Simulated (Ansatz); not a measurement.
Relaxed-ion elastic tensor of OsC (CsCl type, Pm-3m) in GPa (Voigt order), the program Ansatz at the PBEsol level (PAW); density 17.72 g/cm³, 9.48 Å³ per atom.

```
  993    140    140    0.0    0.0    0.0
  140    993    140    0.0    0.0    0.0
  140    140    993    0.0    0.0    0.0
  0.0    0.0    0.0  -15.8    0.0    0.0
  0.0    0.0    0.0    0.0  -15.8    0.0
  0.0    0.0    0.0    0.0    0.0  -15.8
```

Is the crystal mechanically stable?

No: the smallest eigenvalue of C is -15.8 GPa.

A made-up cell: these elements were put on the sites of a structure type; neither database checked (COD, Materials Project) lists it. Its standing as an ambient phase is unchecked. The PBEsol relaxation kept the symmetry of its start. At this level the phase is dynamically unstable (imaginary phonons). The run is not spin-polarised. As this level gives no gap, shear constants depend on the k-mesh and smearing (Fermi–Dirac, 0.1 eV here). Scalar-relativistic: spin–orbit coupling is off unless named, which matters more the heavier the elements.

Potentials: the later of the program's two PAW sets.
